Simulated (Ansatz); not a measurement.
# In8O11: hybrid runs under fixed and smeared occupations

The cell (19 atoms) is In8O11 as a test cell of our own (not relaxed).

```
CELL_PARAMETERS angstrom
5.48700 3.16792 9.67333
-2.74350 1.58396 4.83667
0.00000 -3.16792 4.83667
ATOMIC_POSITIONS crystal
In 0.18350 0.34874 0.35460
In 0.06960 0.14347 0.13705
In 0.32271 0.63504 0.64297
In 0.42886 0.85700 0.86492
O 0.27002 0.94018 0.24660
O 0.12429 0.54329 0.95147
O 0.22850 0.05174 0.75051
O 0.52674 0.75107 0.45723
O 0.37478 0.45599 0.03877
In 0.67609 0.35641 0.35723
In 0.57412 0.14805 0.14258
In 0.82395 0.64056 0.64388
In 0.93016 0.85417 0.85509
O 0.77876 0.94305 0.25108
O 0.47797 0.24498 0.55738
O 0.62176 0.54966 0.94918
O 0.72810 0.04517 0.74036
O 0.02177 0.74871 0.45754
O 0.87916 0.44831 0.04429
```

Code: Ansatz (development build ahead of 0.2.0); norm-conserving potentials, plane waves, scalar-relativistic; no spin polarisation; cutoff 1240 eV; k-mesh 1×1×1. A hybrid run begins with a PBE cycle under the same occupations; its iterations are summed over that start, the exchange cycles and any other fillings tried.

With one k-point the gap is the spacing of two levels at that point, not the band gap of the material; the mesh is far from converged, so the case tests the SCF and predicts nothing for the material.

What does the run give with HSE06, fixed occupations?

Converged in 32 iterations, gap on the mesh 4.04 eV.

What does the run give with PBE, fixed occupations?

Converged in 12 iterations, gap on the mesh 3.10 eV.

What does the run give with PBE, Fermi–Dirac smearing 0.01 eV?

Converged in 12 iterations, gap on the mesh 3.10 eV.

What does the run give with HSE06, Fermi–Dirac smearing 0.01 eV?

Converged in 31 iterations, gap on the mesh 4.04 eV.

HSE06 opens the gap by 0.94 eV against PBE; on one k-point part of that hangs on the q+G = 0 term of the exchange. With a gap this far above the smearing width, smeared and fixed occupations give the same result.
